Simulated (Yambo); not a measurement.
# How GW settings move the gap: LiTaF₆

G0W0@PBEsol for LiTaF6 (space group R-3, No. 148) in Yambo. Reference settings: 2×2×2 Γ-centred k mesh, bands 2 to 160 and a 7 Ry block in the screening, 160 bands in G with the Bruneval-Gonze terminator, plasmon pole fitted at 27.2 eV. The PBEsol gap Γ → L on this mesh is 6.46 eV; G0W0 gaps are taken between the same points.

```json
[
 {"change from the reference": "reference settings", "G0W0 gap Γ → L (eV)": "11.15", "shift of the valence edge (eV)": "-2.17", "rough Yambo cost": "1"},
 {"change from the reference": "67 bands in W, 67 bands in G", "G0W0 gap Γ → L (eV)": "11.44", "shift of the valence edge (eV)": "-2.11", "rough Yambo cost": "about 1/3"},
 {"change from the reference": "106 bands in W, 106 bands in G", "G0W0 gap Γ → L (eV)": "11.25", "shift of the valence edge (eV)": "-2.14", "rough Yambo cost": "within a factor of two"},
 {"change from the reference": "67 bands in G", "G0W0 gap Γ → L (eV)": "11.20", "shift of the valence edge (eV)": "-2.16", "rough Yambo cost": "–"},
 {"change from the reference": "106 bands in G", "G0W0 gap Γ → L (eV)": "11.17", "shift of the valence edge (eV)": "-2.17", "rough Yambo cost": "–"},
 {"change from the reference": "81 bands in W", "G0W0 gap Γ → L (eV)": "11.32", "shift of the valence edge (eV)": "-2.12", "rough Yambo cost": "within a factor of two"},
 {"change from the reference": "1 Ry block", "G0W0 gap Γ → L (eV)": "12.90", "shift of the valence edge (eV)": "-3.62", "rough Yambo cost": "within a factor of two"},
 {"change from the reference": "3 Ry block", "G0W0 gap Γ → L (eV)": "11.68", "shift of the valence edge (eV)": "-2.65", "rough Yambo cost": "within a factor of two"},
 {"change from the reference": "6 Ry block", "G0W0 gap Γ → L (eV)": "11.19", "shift of the valence edge (eV)": "-2.20", "rough Yambo cost": "within a factor of two"},
 {"change from the reference": "pole fitted at 10 eV", "G0W0 gap Γ → L (eV)": "11.03", "shift of the valence edge (eV)": "-2.05", "rough Yambo cost": "–"},
 {"change from the reference": "no random integration", "G0W0 gap Γ → L (eV)": "10.96", "shift of the valence edge (eV)": "-1.83", "rough Yambo cost": "–"},
 {"change from the reference": "67 bands in G, no terminator", "G0W0 gap Γ → L (eV)": "11.46", "shift of the valence edge (eV)": "-1.68", "rough Yambo cost": "–"},
 {"change from the reference": "106 bands in G, no terminator", "G0W0 gap Γ → L (eV)": "11.33", "shift of the valence edge (eV)": "-1.87", "rough Yambo cost": "–"},
 {"change from the reference": "no terminator", "G0W0 gap Γ → L (eV)": "11.22", "shift of the valence edge (eV)": "-1.99", "rough Yambo cost": "–"}
]
```

The reference isn't shown to be the converged limit. Costs are rough (shared machines), scaled to the same edge states, and given only for runs that recompute the screening.

Without spin-orbit coupling, band edges of such heavy elements can be off by tenths of an eV.

Geometry of the Materials Project entry, not relaxed at this level; primitive cell a = b = c = 5.4214 Å, α = β = γ = 56.95°.

The structure is a Materials Project entry; no match was found in the copy of COD used, and its stability was not checked.

A shift is the quasiparticle energy of the state minus its PBEsol energy.
